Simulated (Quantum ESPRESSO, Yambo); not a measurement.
## Quasiparticle gap of KLuO$_{2}$ at +2 % isotropic strain

Space group R-3m, hexagonal axes (No. 166); a = b = 3.4213 Å, c = 18.7646 Å, α = β = 90.00°, γ = 120.00°

| atom | site | symmetry | x | y | z |
|---|---|---|---|---|---|
| O | 6c | 3m | 0.0000 | 0.0000 | 0.2267 |
| K | 3a | -3m | 0.0000 | 0.0000 | 0.0000 |
| Lu | 3b | -3m | 0.0000 | 0.0000 | 0.5000 |
(The calculation used a cell of 4 atoms; values per cell refer to that cell.)

The PBEsol cell relaxed from Materials Project entry mp-1178135 was given an isotropic strain of +2 % on all lattice vectors, and the atoms were relaxed again.

Starting point: PBEsol (Quantum ESPRESSO, PseudoDojo norm-conserving, 100 Ry, no spin-orbit coupling). G0W0 in Yambo: 4×4×4 Γ-centred k mesh, bands 2 to 122 and a 8 Ry block in the screening, 122 bands in G with the Bruneval-Gonze terminator, plasmon pole fitted at 27.2 eV.

| Property | Result |
|---|---|
| PBEsol gap along the band path | 3.32 eV |
| PBEsol gap between the mesh's edge points (Γ → Γ) | 3.32 eV |
| G0W0 gap between the same points | 4.18 eV |

```json
[
 {"k point": "Γ", "band": "VB", "E PBEsol (eV)": "0.00", "E QP (eV)": "-0.11", "shift (eV)": "-0.11", "Z": "0.80"},
 {"k point": "Γ", "band": "CB", "E PBEsol (eV)": "3.32", "E QP (eV)": "4.07", "shift (eV)": "0.75", "Z": "0.85"},
 {"k point": "L", "band": "VB", "E PBEsol (eV)": "-0.59", "E QP (eV)": "-0.69", "shift (eV)": "-0.10", "Z": "0.80"},
 {"k point": "L", "band": "CB", "E PBEsol (eV)": "4.79", "E QP (eV)": "5.68", "shift (eV)": "0.89", "Z": "0.84"},
 {"k point": "F", "band": "VB", "E PBEsol (eV)": "-0.38", "E QP (eV)": "-0.59", "shift (eV)": "-0.21", "Z": "0.80"},
 {"k point": "F", "band": "CB", "E PBEsol (eV)": "3.74", "E QP (eV)": "4.64", "shift (eV)": "0.90", "Z": "0.85"}
]
```

Energies count from the PBEsol valence-band maximum.

Convergence of the G0W0 settings was not tested.

The 4f states are in the valence at their DFT position.

The structure is a Materials Project entry; no match was found in the copy of COD used, and its stability was not checked.
